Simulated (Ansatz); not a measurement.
**Zone-centre phonons of Al at 22 GPa: input and output**

The calculation used Ansatz 0.2.0, DFT PBEsol, scalar-relativistic, plane waves, PAW.

Launched with:
```bash
ansatz run input.yaml --threads 1 --pin off --max-ram 3072MiB --backend cpu --events-out ev --progress --plain --runs-dir out
```

Input (bare energies are in eV):
```yaml
crystal:
  lattice:
    - [2.673034859, 0.0, 0.0]
    - [-1.3365174295, 2.3149160931, 0.0]
    - [0.0, 0.0, 4.3784717324]
  atoms:
    - { symbol: Al, position: [0.6666666667, 0.3333333333, 0.75] }
    - { symbol: Al, position: [0.3333333333, 0.6666666667, 0.25] }
basis:
  ecutwfc: 420
kpoints:
  mp_grid: { grid: [18, 18, 10] }
hamiltonian:
  xc: pbesol
scf:
  occupations: { method: fermi_dirac, width: 0.15 }
output:
  eigenvalues: true
phonons:
  method: dfpt
  eigenvectors: true
```

Results section of the output:
```
--- Phonons (Γ-DFPT): 2 representative perturbations + reference, on 546 of 3240 k-points (Σ response iterations 6) ---
  k mesh reduced under 4 symmetry operations, with k and −k counted as one. Each operation leaves every solved displacement unchanged or reverses it
  ASR residual: 6.552e-5 → 0.000e0 eV/Å²; symmetrization residual: 5.329e-15 eV/Å²
  ASR residual per site (eV/Å²): 6.55e-5 6.55e-5
  Γ frequencies (cm⁻¹): 0.00 0.00 0.00 203.62 203.62 438.87
  non-analytic LO–TO correction: not included (Born effective charges unavailable; polar crystals: no LO–TO splitting at Γ)
```

Time: 11 s on 1 thread of Intel(R) Xeon(R) 6975P-C (Granite Rapids) (shared host), peak memory 0.63 GiB.

In a metal, frequencies and elastic constants depend on the k mesh and the smearing, soft modes and shear constants most. Other phases may be more stable at this pressure.

This form isn't the element's structure at ambient conditions.